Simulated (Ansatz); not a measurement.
Starting cell, Te (trigonal-Te type, space group P3_121):

```xyz
3
Lattice="4.5209 0.0000 0.0000 -2.2604 3.9152 0.0000 0.0000 0.0000 5.9543" Properties=species:S:1:pos:R:3 pbc="T T T"
Te     1.2121     0.0000     1.9848
Te    -0.6061     1.0497     3.9695
Te     1.6544     2.8655     0.0000
```

Scan: atom 1 (Te, nearest neighbour Te at 2.889 Å; its periodic images, 4.5 Å or more away, move with it) is displaced along Cartesian [110], direction (0.707, 0.707, 0.000) in Cartesian axes, by s. The other atoms stay.

The numbers are results of PBE (plane waves to 420 eV, PAW, scalar-relativistic; Ansatz, a first-principles code), not measurements. k mesh 7×7×5 (Γ-centred), Fermi-Dirac smearing 0.05 eV. E stands for the smeared free energy. Stress and pressure are positive under compression. As the smearing reaches across the gap at some points, energies and forces of such displacements shift with the k mesh and the smearing. F∥ is the force on the atom along that direction. F⊥ is the part of the force across the line. Spin-orbit coupling is left out, though Te is heavy. Te was relaxed with its symmetry unable to fall. ΔE is measured from the undisplaced structure.

```
s (Å)   ΔE (meV/cell)  |F⊥| (eV/Å)  F∥ (eV/Å)  P (GPa)
------  -------------  -----------  ---------  -------
-0.290            136        0.515      1.018      2.2
-0.232             84        0.351      0.777      1.7
-0.174             46        0.220      0.554      1.2
-0.116             19        0.120      0.350      0.7
-0.058              5        0.047      0.164      0.3
0.000               0        0.001     -0.001      0.0
0.058               4        0.026     -0.146     -0.3
0.116              17        0.030     -0.269     -0.5
0.174              35        0.016     -0.369     -0.7
0.232              59        0.023     -0.443     -0.8
0.290              86        0.073     -0.491     -0.9
```

Derived quantities:

| Quantity | Result |
|---|---|
| Energy at s = 0.290 Å | 86 meV/cell |
| Force along the line at s = -0.290 Å | 1.02 eV/Å |
| Symmetry of the curve | not even: the negative side lies higher at ±0.290 Å |
| Shape of the curve | a single well with its minimum at or next to zero displacement |
| Force constant k = d²E/ds² at s = 0 (finite differences) | 2.68 eV/Å² |
| Harmonic estimate at the end of the scan | ½ks² = 113 meV/cell against the computed 86 meV/cell, so the well is softer than harmonic there |

(A displaced cell: forces are minus the slopes of the energy, force constants its curvatures, and phonons follow from these.)
